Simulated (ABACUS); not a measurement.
Input and output of a self-consistent single point for a (111) slab of AlNi (cut from a parent of space group no. 221; 10 atoms in the cell) (ABACUS).

Level of theory: ABACUS with PBE, numerical atomic orbitals TZP (confined pseudo-atomic orbitals with Gaussian additions; energy shift 0.01 Ry), PseudoDojo 0.5 standard norm-conserving PBE (tails mended) pseudopotentials.

The change in words: atom 5 moved by +0.15 angstrom along z. Reference geometry (P3m1):
```
AlNi
1.0
    4.04424     0.00000     0.00000
    2.02212     3.50242     0.00000
    0.00000     0.00000    23.42970
Al Ni
5 5
Direct
  0.41667   0.41667   0.34145
  0.08333   0.08333   0.41191
  0.75000   0.75000   0.48238
  0.41667   0.41667   0.55285
  0.08333   0.08333   0.62332
  0.75000   0.75000   0.37668
  0.41667   0.41667   0.44715
  0.08333   0.08333   0.51762
  0.75000   0.75000   0.58808
  0.41667   0.41667   0.65855
```

Reference input (self-consistent single point, DFT, PBE, numerical atomic orbitals TZP (confined pseudo-atomic orbitals with Gaussian additions; energy shift 0.01 Ry), PseudoDojo 0.5 standard norm-conserving PBE (tails mended) pseudopotentials): basis = TZP numerical atomic orbitals, energy shift 0.01 Ry; KPT = Gamma 4 4 1 0 0 0; basis_type = lcao; dft_functional = PBE; ecutwfc = 100 Ry; smearing_method = mp; smearing_sigma = 0.00999582 Ry; potentials = PseudoDojo 0.5 standard norm-conserving PBE (tails mended); symmetry = 1; ks_solver = scalapack_gvx; scf_nmax = 100; scf_thr = 1.0e-07. This run's input differs from it in these lines:

```diff
@@ -47,3 +47,3 @@
    0.4166670000    0.4166670000    0.5528500000 1 1 1
-   0.0833330000    0.0833330000    0.6233200000 1 1 1
+   0.0833330000    0.0833330000    0.6297220000 1 1 1
```

The program printed (abridged):

```
 SELF-CONSISTENT
 -------------------------------------------

                  longest orb rcut (Bohr) = 8
   longest nonlocal projector rcut (Bohr) = 1.78
                     search radius (Bohr) = 19.6

                          real space grid = [ 50, 50, 288 ]

                                 init_chg = atomic

 LCAO ALGORITHM --------------- ION=   1  ELEC=   1--------------------------------

 Density error is 0.0763481356808
 E_KohnSham     -1699.6682642383     -23125.1731034108
 E_Fermi        -0.0403512814        -0.5490073492

 LCAO ALGORITHM --------------- ION=   1  ELEC=   2--------------------------------

   [... lines left out ...]

   [... 31 blocks of this kind left out ...]

 LCAO ALGORITHM --------------- ION=   1  ELEC=  34--------------------------------

 Density error is 1.29065142689e-07
 E_KohnSham     -1701.1865964439     -23145.8310728637
 E_Fermi        0.1816104072         2.4709363542

 LCAO ALGORITHM --------------- ION=   1  ELEC=  35--------------------------------

 Density error is 9.00801354673e-08
 E_KohnSham     -1701.1865964501     -23145.8310729483
 E_KS(sigma->0) -1701.1857776080     -23145.8199320297
 E_entropy(-TS) -0.0024565264        -0.0334227559
 E_Fermi        0.1816116318         2.4709530153
 charge density convergence is achieved
 final etot is -23145.831073 eV
 EFERMI = 2.4709530153 eV

 STATE ENERGY(eV) AND OCCUPATIONS    NSPIN == 1
   [... 61 lines left out ...]

 TOTAL-FORCE (eV/Angstrom)
                       Al1         0.0001807697         0.0001043674        -0.2163067099
                       Al2         0.0002541500         0.0001467336        -0.5953096140
                       Al3         0.0003179954         0.0001835947         0.0663128325
                       Al4         0.0003028671         0.0001748604         0.5011498920
                       Al5         0.0003243862         0.0001872844        -0.1108226172
                       Ni1         0.0000385542         0.0000222593         0.3014968476
                       Ni2         0.0014645587         0.0008455633        -0.1377542216
   [... lines left out ...]

 TOTAL-STRESS (KBAR)
        -6.9040323826         0.0376640170        -0.0091091782
         0.0376640170        -6.9475259307        -0.0052591885
        -0.0091091782        -0.0052591885        -1.9683446261
 TOTAL-PRESSURE: -5.273301 KBAR

 --------------------------------------------
 !FINAL_ETOT_IS -23145.8310729482946044 eV
 --------------------------------------------
```

The run converged in 35 iterations. Against the reference run the free energy drops by 4.2 meV/atom and the largest force goes from 1.089 to 0.913 eV/Å.

The atom-centred basis is finite, which shifts total energies and forces against plane waves. The run has no spin polarisation, so moments on Ni cannot form. No dipole correction was used; where the two faces of such a cut differ, images can couple through a dipole. No clean gap shows at this smearing width and mesh (spacing up to 0.45 Å⁻¹); the mesh is coarse for partly filled bands, so the values carry mesh errors.

Cost on one core: around 8 core-minutes (rough).

The atomic orbitals were generated for these runs; they are not ABACUS's published sets and were checked against plane waves on a few crystals only.

“Tails mended”: in these copies of the files the far tail of each local potential was reset to the Coulomb form.
